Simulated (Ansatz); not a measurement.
SiSe$_{2}$ (SiS2 type, space group Ibam)

```yaml
crystal:
  lattice:
    - [-3.15068, 4.65079, 2.92779]
    - [3.15068, -4.65079, 2.92779]
    - [3.15068, 4.65079, -2.92779]
  atoms:
    - { symbol: Se, position: [0.87171, 0.79484, 0.66655] }
    - { symbol: Se, position: [0.37171, 0.70516, 0.07686] }
    - { symbol: Se, position: [0.62829, 0.29484, 0.92314] }
    - { symbol: Se, position: [0.12829, 0.20516, 0.33345] }
    - { symbol: Si, position: [0.75000, 0.75000, 0.00000] }
    - { symbol: Si, position: [0.25000, 0.25000, 0.00000] }
```

The slice is a (-1 1 0) plane (indices of the conventional cell) through the point (0.628, 0.295, 0.923) (fractional), spanned by u = [110] and v = [112] in vectors of this cell: u (5.86 Å) and v (11.24 Å, at 90° to u). It covers one period; positions are fractions (u, v).

Calculation: PBEsol (plane waves to 420 eV, PAW, scalar-relativistic; Ansatz, a program for electronic structure). k mesh 8×8×8. These are valence fields of a PAW run, semicore shells included where kept as valence: close to a nucleus they are smooth pseudo fields. SiSe2 was relaxed with its symmetry unable to fall.

Task: Predict the map of the valence electron density on the slice.

Result: 
```
|%%##++--::............::--++##|
|++++==--::....::::....::--==++|
|==----::..::::::::::::..::----|
|::::......::::----::::......::|
|....    ..::--------::..    ..|
|        ....::----::....      |
|          ..::::::::..        |
|....        ........        ..|
|......      ........      ....|
|::....  ....::::::::..    ....|
|::........::--====--::........|
|........::--==++++==--::......|
|......::--==**%%%%**==--::....|
|......::--==**@@@@**==--::....|
|......::--==**%%%%**==--::....|
|::::..::::--==++++==--::::..::|
|::::::..::::--====--::::..::::|
|----::......::::::::......::--|
|----::..      ....      ..::--|
|----::..                ..::--|
|::::..                    ..::|
|......        ....        ....|
|....        ........        ..|
|::::....  ....::::....  ....::|
|==----::................::----|
|++++==--::............::--==++|
|%%##++--::............::--++##|
|@@%%++==::............::==++%%|
```
Scale: ten equal steps from -2.07 (start of ' ') to 1.65 (end of '@'), in the order ' .:-=+*#%@'. Values: log₁₀ of the valence density in e/Å³. The map has 15 points along u (two characters each, u = 0 at the left) and 28 along v (v = 0 in the bottom row). The scale is logarithmic, as a density can span decades between atoms and voids.
